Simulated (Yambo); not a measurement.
Yambo run on Rb₂NaAlF₆ (space group Fm-3m, No. 225). The wavefunctions come from this Quantum ESPRESSO step (LDA, PseudoDojo standard norm-conserving files, scalar-relativistic):

```
&CONTROL
  calculation = 'nscf'
  pseudo_dir = './pseudo'
  outdir = './out'
/
&SYSTEM
  ibrav = 0
  nat = 10
  ntyp = 4
  ecutwfc = 88.0
  ecutrho = 352.0
  occupations = 'fixed'
  force_symmorphic = .true.
  nbnd = 288
/
&ELECTRONS
  conv_thr = 1e-08
  diago_full_acc = .true.
  diago_thr_init = 1e-08
/
ATOMIC_SPECIES
F 18.9984 F.upf
Na 22.9898 Na.upf
Al 26.9815 Al.upf
Rb 85.4678 Rb.upf
CELL_PARAMETERS angstrom
  0.000000000000   4.224640000000   4.224640000000
  4.224640000000   0.000000000000   4.224640000000
  4.224640000000   4.224640000000   0.000000000000
ATOMIC_POSITIONS crystal
F   0.781100000000   0.218900000000   0.218900000000
F   0.218900000000   0.781100000000   0.781100000000
F   0.218900000000   0.781100000000   0.218900000000
F   0.781100000000   0.218900000000   0.781100000000
F   0.218900000000   0.218900000000   0.781100000000
F   0.781100000000   0.781100000000   0.218900000000
Na   0.500000000000   0.500000000000   0.500000000000
Al   0.000000000000   0.000000000000   0.000000000000
Rb   0.750000000000   0.750000000000   0.750000000000
Rb   0.250000000000   0.250000000000   0.250000000000
K_POINTS automatic
2 2 2 0 0 0
```

Yambo input:

```
rim_cut
gw0
dyson
el_el_corr
HF_and_locXC
ppa
em1d
RandQpts= 1000000
RandGvec= 1 Ry
EXXRLvcs= 88 Ry
VXCRLvcs= 352 Ry
Chimod= "HARTREE"
% BndsRnXp
 2 | 286 |
%
NGsBlkXp= 8 Ry
% LongDrXp
 1.0 | 1.0 | 1.0 |
%
PPAPntXp= 27.2114 eV
% GbndRnge
 1 | 286 |
%
GTermKind= "BG"
DysSolver= "n"
ExtendOut
% QPkrange
 1 | 1 | 36 | 37 |
 2 | 2 | 36 | 37 |
%
```

k points by index: 1 = Γ, 2 = L.

The o-*.qp file then holds:

```
#    K-point    Band    Eo [eV]    E [eV]    E-Eo [eV]    Vxc [eV]    Vnlxc [eV]    Sc|Eo [eV]    Sc|E [eV]    dSc/dw|Eo [eV]    Re(Z)    Im(Z)
#
    1    36    0.000000    -2.634947    -2.634947    -22.52245    -30.46024    4.724798    5.302849    -5.969323    0.820095    -0.998887E-3
    1    37    6.448009    8.186225    1.738216    -10.17313    -5.252919    -2.978623    -3.181991    -3.183560    0.895260    -0.588184E-3
    2    36    -0.111626    -2.764461    -2.652835    -22.28777    -30.23032    4.708578    5.289722    -5.960793    0.820306    -0.001002
    2    37    8.511003    10.44026    1.929262    -11.10050    -6.063550    -2.870184    -3.107684    -3.349728    0.890392    -0.611540E-3
```
(The two width columns are left out.) Convergence of these settings isn't established.

Geometry of the Materials Project entry, not relaxed at this level.

The structure is a Materials Project entry; no match was found in the copy of COD used, and its stability was not checked.
